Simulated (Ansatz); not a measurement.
A relaxed cell of Zn5CdS6 is given with its symmetry left out. The cell was found from a structure generator's guess, not taken from experiment.

Method: DFT PBE, scalar-relativistic, plane waves, PAW (Ansatz 0.2.0). Cutoff 420 eV, Γ-centred mesh, Gaussian smearing, no spin polarisation.

```
CELL_PARAMETERS angstrom
3.89365 0.00000 0.00000
-1.94682 3.37200 0.00000
0.00000 0.00000 19.27717
ATOMIC_POSITIONS crystal
Zn 0.33333 0.66667 0.99588
Zn 0.33333 0.66667 0.67100
Zn 0.66667 0.33333 0.15794
Zn 0.66667 0.33333 0.50861
Zn 0.66667 0.33333 0.83343
Cd 0.33333 0.66667 0.33620
S 0.33333 0.66667 0.11832
S 0.33333 0.66667 0.46847
S 0.33333 0.66667 0.79344
S 0.66667 0.33333 0.27982
S 0.66667 0.33333 0.63103
S 0.66667 0.33333 0.95586
```

The zero of energy is the elements' standard structures at the same level; no fitted shifts are applied.

(1) Find its symmetry and describe it.

(2) How far does it lie from the elements in energy?

(3) Is it a metal?

## Answers

(1) P3m1 (No. 156), with Zn and Cd ordered on wurtzite sites. Conventional cell: a = 3.894 Å, c = 19.277 Å. Zn on its first site is surrounded by 4 S at 2.36–2.38 Å; Zn on its second site is surrounded by 4 S at 2.36–2.38 Å; Cd has 4 S at 2.50–2.55 Å; S on its first site is surrounded by 4 Zn at 2.36–2.37 Å; 8 more sites not described.

(2) −0.776 eV/atom. A negative formation energy is needed for stability but isn't enough: competing phases decide.

(3) No, the gap on the 12×12×2 mesh is 1.58 eV.

The last run used a 12×12×2 mesh (in the run's order of axes) for its 12-atom cell and Gaussian smearing of 0.02 eV. Kohn–Sham gaps at this level usually fall short of measured ones. The reference form of S is held partly by dispersion forces, which this level lacks. A later test with randomly moved atoms came back to the same energy, though modes that don't fit the test's cell weren't probed.
